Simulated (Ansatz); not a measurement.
NaTcO$_{4}$:
```cif
data_Na4O16Tc4
_chemical_formula_sum 'Tc4 Na4 O16'
_space_group_name_H-M_alt 'I41/a :1'
_space_group_IT_number 88
_space_group_name_Hall 'I 4bw -1bw'
_cell_length_a 5.30420
_cell_length_b 5.30420
_cell_length_c 11.66220
_cell_angle_alpha 90.000
_cell_angle_beta 90.000
_cell_angle_gamma 90.000
loop_
_space_group_symop_operation_xyz
  'x, y, z'
  '-y, x+1/2, z+1/4'
  '-x+1/2, -y+1/2, z+1/2'
  'y+1/2, -x, z+3/4'
  '-x, -y+1/2, -z+1/4'
  'y, -x, -z'
  'x+1/2, y, -z+3/4'
  '-y+1/2, x+1/2, -z+1/2'
  'x+1/2, y+1/2, z+1/2'
  '-y+1/2, x, z+3/4'
  '-x, -y, z'
  'y, -x+1/2, z+1/4'
  '-x+1/2, -y, -z+3/4'
  'y+1/2, -x+1/2, -z+1/2'
  'x, y+1/2, -z+1/4'
  '-y, x, -z'
loop_
_atom_site_label
_atom_site_type_symbol
_atom_site_symmetry_multiplicity
_atom_site_Wyckoff_symbol
_atom_site_fract_x
_atom_site_fract_y
_atom_site_fract_z
_atom_site_occupancy
Tc1 Tc 4 a 0.00000 0.00000 0.00000 1
Na1 Na 4 b 0.00000 0.00000 0.50000 1
O1 O 16 f 0.23262 0.36755 0.16716 1
```
(The calculation used a cell of 12 atoms; values per cell refer to that cell.)

Relaxed with r²SCAN. DFT-r²SCAN in the program Ansatz with PAW potentials gives a gap of 3.19 eV.

Question: What gap does HSE06 give on the same cell (Ansatz, PAW)?

Answer: 4.21 eV, 1.03 eV more. The hybrid was solved on a coarser mesh and at special points; the gap given is the minimum over both.

Cost on shared cores: the r²SCAN run (SCF on a 7×7×7 mesh, then bands and DOS) roughly 5 core-minutes, the HSE06 run (SCF on 4×4×4, then a few points) roughly 5 core-minutes; the tasks are unlike.

Space group I4_1/a. The workflow started from an entry of the Crystallography Open Database (COD, 296 K). Its standing as an ambient phase is unchecked. The r²SCAN relaxation kept the symmetry of its start; whether a distortion lowers the energy is not shown. The run is not spin-polarised. Scalar-relativistic: spin–orbit coupling is off unless named, which matters more the heavier the elements.

Potentials: the later of the program's two PAW sets (Tc and Pm come from another file).
